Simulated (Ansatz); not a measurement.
Method: DFT PBE, scalar-relativistic, plane waves, PAW (Ansatz 0.2.0). Settings: cutoff 420 eV, Γ-centred meshes spaced at most about 0.3 Å⁻¹ (2π included), Gaussian smearing. No spin polarisation in the final relaxations.

These are static total energies at zero pressure.

Compare these two cells of Li₂ZnO₂, each relaxed at this level.

A.

```cif
data_structure
_symmetry_space_group_name_H-M 'P4/mmm'
_symmetry_Int_Tables_number 123
_cell_length_a 2.9127
_cell_length_b 2.9127
_cell_length_c 5.2323
_cell_angle_alpha 90.000
_cell_angle_beta 90.000
_cell_angle_gamma 90.000
_cell_volume 44.39
loop_
_atom_site_label
_atom_site_type_symbol
_atom_site_symmetry_multiplicity
_atom_site_Wyckoff_symbol
_atom_site_fract_x
_atom_site_fract_y
_atom_site_fract_z
_atom_site_occupancy
Li1 Li 2 e 0.00000 0.50000 0.50000 1
Zn1 Zn 1 a 0.00000 0.00000 0.00000 1
O1 O 2 h 0.50000 0.50000 0.25097 1
```

B.

```cif
data_structure
_symmetry_space_group_name_H-M 'P4/mbm'
_symmetry_Int_Tables_number 127
_cell_length_a 5.6136
_cell_length_b 5.6136
_cell_length_c 2.9242
_cell_angle_alpha 90.000
_cell_angle_beta 90.000
_cell_angle_gamma 90.000
_cell_volume 92.15
loop_
_atom_site_label
_atom_site_type_symbol
_atom_site_symmetry_multiplicity
_atom_site_Wyckoff_symbol
_atom_site_fract_x
_atom_site_fract_y
_atom_site_fract_z
_atom_site_occupancy
Li1 Li 4 h 0.63522 0.13522 0.50000 1
Zn1 Zn 2 a 0.50000 0.50000 0.00000 1
O1 O 4 g 0.18590 0.68590 0.00000 1
```

Task: Which form is favoured at zero pressure, and by what margin per atom?

Result: B is lower, by 0.34 eV/atom. A has space group P4/mmm (No. 123), 8.9 Å³/atom and a gap of 0.31 eV on its mesh; B has space group P4/mbm (No. 127), 9.2 Å³/atom and a gap of 0.06 eV. Counting O atoms around Li and Zn (those within 1.25 times the shortest such distance or 1.15 times the sum of covalent radii, 1.27 where that leaves under three; a plus sign parts nearer from farther groups; the shortest distance is added where it exceeds 1.18 times the sum of covalent radii), A has Li 4, Zn 8 from 2.4 Å and B has Li 2+4, Zn 4. The lower one is the more open, so pressure narrows the difference. In A, Li is surrounded by 4 O at 1.95 Å and 4 Li at 2.06 Å; Zn is surrounded by 8 O at 2.44 Å; O has 4 Li at 1.95 Å and 4 Zn at 2.44 Å. In B, Li is surrounded by 2 O at 2.04 Å, 1 Li at 2.15 Å, 4 O at 2.34 Å and 4 Zn at 2.63 Å; Zn has 4 O at 2.05 Å and 8 Li at 2.63 Å; O has 2 Li at 2.04 Å, 2 Zn at 2.05 Å and 4 Li at 2.34 Å. Both come from invented guesses. A third cell relaxed alike, in P-3m1, lies 271 meV/atom below the lower of the two.

Kohn–Sham gaps at this level usually fall short of measured ones. A magnetic state wasn't ruled out in cells without spin, among them P4/mmm. Cells relaxed within their symmetry can be saddle points.
